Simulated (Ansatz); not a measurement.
ZnCd₃Te₄: computed properties

Computed with Ansatz 0.2.0, DFT PBE, scalar-relativistic, plane waves, PAW.

Plane waves to 420 eV, a k mesh through Γ of 6×6×2 on the computed 8-atom cell and Gaussian smearing (0.02 eV); no spin polarisation.

The structure is relaxed at this level of theory with its symmetry kept, and needn't be the ground state of this composition.

```cif
data_structure
_symmetry_space_group_name_H-M 'P-4m2'
_symmetry_Int_Tables_number 115
_cell_length_a 4.5959
_cell_length_b 4.5959
_cell_length_c 13.0605
_cell_angle_alpha 90.000
_cell_angle_beta 90.000
_cell_angle_gamma 90.000
_cell_volume 275.87
loop_
_atom_site_label
_atom_site_type_symbol
_atom_site_symmetry_multiplicity
_atom_site_Wyckoff_symbol
_atom_site_fract_x
_atom_site_fract_y
_atom_site_fract_z
_atom_site_occupancy
Zn1 Zn 1 a 0.00000 0.00000 0.00000 1
Cd1 Cd 2 f 0.50000 0.50000 0.75895 1
Cd2 Cd 1 d 0.00000 0.00000 0.50000 1
Te1 Te 2 g 0.50000 0.00000 0.62949 1
Te2 Te 2 g 0.50000 0.00000 0.11099 1
```

(1) Formation energy from the elements' standard states (uncorrected)?

(2) Kohn–Sham band gap?

(3) Orbital (Löwdin) character of the top 1 eV of the valence band?

(4) Orbital (Löwdin) character of the lowest 1 eV of the conduction band?

(5) Bulk modulus?

(6) Its pressure derivative?

(7) Bader charge by site (e)?

Spin-orbit coupling is left out, which matters for the bands of heavy elements.

## Answers

(1) -0.456 eV/atom.

(2) 0.64 eV.

(3) Te 5p 92 %, unprojected 4 %.

(4) Cd 5s 37 %, Te 5p 28 %, Te 5s 16 %, Zn 4s 16 %.

(5) 37 GPa.

(6) 4.7.

(7) Zn (1 in the cell) 0.54, Cd (2 in the cell) 0.52, Cd (1 in the cell) 0.52, Te (2 in the cell) -0.53, Te (2 in the cell) -0.53.

The cell was found from a structure generator's guess, not taken from experiment. Kohn–Sham gaps at this level usually fall short of measured ones. Löwdin shares on free-atom orbitals overweight diffuse shells in the empty bands.
